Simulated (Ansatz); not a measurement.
TiHg:
```cif
data_HgTi
_chemical_formula_sum 'Hg1 Ti1'
_space_group_name_H-M_alt 'P4/mmm'
_space_group_IT_number 123
_space_group_name_Hall '-P 4 2'
_cell_length_a 2.92814
_cell_length_b 2.92814
_cell_length_c 4.02787
_cell_angle_alpha 90.000
_cell_angle_beta 90.000
_cell_angle_gamma 90.000
loop_
_atom_site_label
_atom_site_type_symbol
_atom_site_symmetry_multiplicity
_atom_site_Wyckoff_symbol
_atom_site_fract_x
_atom_site_fract_y
_atom_site_fract_z
_atom_site_occupancy
Hg1 Hg 1 a 0.00000 0.00000 0.00000 1
Ti1 Ti 1 d 0.50000 0.50000 0.50000 1
```

Relaxed at zero pressure with plane-wave PAW LDA (Ansatz code).

**Question.** The volume is lowered by 3 % and shape and atoms relax at that volume. What pressure results, and how do the axes share the change?

**Answer.** 4.5 GPa; a -1.1 %, b -1.1 %, c -0.9 %; the energy rises by 7 meV/atom.

**Question.** Give the new structure.

**Answer.** 
Space group P4/mmm (No. 123); a = b = 2.896 Å, c = 3.993 Å, α = β = γ = 90.00°

```csv
atom,site,symmetry,x,y,z
Hg,1a,4/mmm,0.0000,0.0000,0.0000
Ti,1d,4/mmm,0.5000,0.5000,0.5000
```

The phase is kept; no other phase was compared at this pressure.

The workflow started from an entry of the Crystallography Open Database (COD). Its standing as an ambient phase is unchecked. The cell was relaxed with LDA under the symmetry of its start; of distortions, only those at the zone centre were tested. No spin polarisation was allowed. Axis ratios of metals converge slowly with the k-mesh, so a and c are less sure than the volume. Spin–orbit coupling is left out wherever it is not named.

Potentials: the later of the program's two PAW sets.
